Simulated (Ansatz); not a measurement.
## Computed frozen-phonon scan: Nb (bcc, W type)

Starting cell, Nb (bcc, W type):

```yaml
crystal:
  lattice:
    - [-3.30962, 3.30962, 3.30962]
    - [0.00000, 0.00000, 3.30962]
    - [0.00000, 3.30962, 0.00000]
  atoms:
    - { symbol: Nb, position: [0.00000, 0.00000, 0.00000] }
    - { symbol: Nb, position: [0.50000, 0.00000, 0.00000] }
```

The atoms are displaced by Q × the pattern below (from a DFPT mode at H = (0.5, 0.5, 0.5), largest move 1; Q in Å), at fixed cell. It is one choice among 3 degenerate patterns. (q is in reciprocal vectors of the primitive cell; the cell shown is doubled to hold the pattern.)

```csv
atom,x,y,z
Nb1,0.000,0.000,-1.000
Nb2,0.000,0.000,1.000
```

The numbers are results of PBE (plane waves to 420 eV, PAW, scalar-relativistic; Ansatz, a first-principles code), not measurements. k mesh 20×20×20 (Γ-centred), Fermi-Dirac smearing 0.05 eV. Energies are smeared free energies. Compression counts positive. With partly filled bands, energies and forces of such displacements shift with the k mesh and the smearing. Nb is run without spin polarisation. Nb was relaxed with its symmetry unable to fall. The zero of ΔE is the undisplaced structure.

| Q (Å) | ΔE (meV/cell) | P (GPa) | −dE/dQ from forces (eV/Å) |
|---|---|---|---|
| -0.100 | 154 | 2.0 | 3.018 |
| -0.083 | 107 | 1.4 | 2.559 |
| -0.067 | 69 | 1.0 | 2.065 |
| -0.050 | 38 | 0.6 | 1.551 |
| -0.033 | 17 | 0.3 | 1.027 |
| -0.017 | 4 | 0.2 | 0.508 |
| 0.000 | 0 | 0.1 | 0.000 |
| 0.017 | 4 | 0.2 | -0.508 |
| 0.033 | 17 | 0.3 | -1.027 |
| 0.050 | 38 | 0.6 | -1.551 |
| 0.067 | 69 | 1.0 | -2.065 |
| 0.083 | 107 | 1.4 | -2.559 |
| 0.100 | 154 | 2.0 | -3.018 |

What the scan shows:

| Property | Value |
|---|---|
| Energy at Q = 0.100 Å | 154 meV/cell |
| Space group of the distorted cell | P4/nmm (No. 129), lowered from Im-3m |
| Symmetry of the curve | even: the same for both signs |
| Shape of the curve | a single well with its minimum at or next to zero displacement |
| Harmonic wavenumber from the curvature (finite differences) | 211 cm⁻¹ |

(For displaced atoms, the force is minus the slope of the energy, and its curvature is a force constant, which sets phonon frequencies.)
